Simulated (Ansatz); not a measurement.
Sb:
```
Sb
1.0
   -3.30801     3.30801     3.30801
    3.30801    -3.30801     3.30801
    3.30801     3.30801    -3.30801
Sb
4
Direct
  0.69099   0.00000   0.00000
  0.00000   0.69099   0.00000
  0.00000   0.00000   0.69099
  0.30901   0.30901   0.30901
```

Relaxed with PBE+D3(BJ). Special points in fractions of this cell's reciprocal vectors: Γ (0.000, 0.000, 0.000); H (0.500, -0.500, 0.500); N (0.000, 0.000, 0.500); P (0.250, 0.250, 0.250).

### Question
List the band energies nearest the Fermi level at these points for PBE+D3(BJ) with spin–orbit coupling in the plane-wave PAW code Ansatz.

### Answer
In eV from the Fermi level; about four levels below and three above (degenerate sets whole), none deeper than 8.9 eV; points with the same levels are listed once.

```json
[
 {"k": "Γ", "below": "-0.03 -0.03 -0.03 -0.03", "above": "0.00 0.00 0.31 0.31 0.31 0.31"},
 {"k": "H", "below": "-0.52 -0.52 -0.51 -0.51 -0.51 -0.51", "above": "1.71 1.71 1.83 1.83 1.83 1.83"},
 {"k": "N", "below": "-0.31 -0.31 -0.15 -0.15", "above": "0.79 0.79 1.62 1.62"},
 {"k": "P", "below": "-0.61 -0.61 -0.61 -0.61", "above": "1.89 1.89 2.21 2.21 2.21 2.21"}
]
```

Space group I-43m. The start of the workflow was typed in or built on a structure type; neither database checked (COD, Materials Project) lists it. It is not the phase usual at ambient conditions (space group No. 166). The cell was relaxed with PBE+D3(BJ) under the symmetry of its start; its stability against distortions is not shown here.

Potentials: the later of the program's two PAW sets.
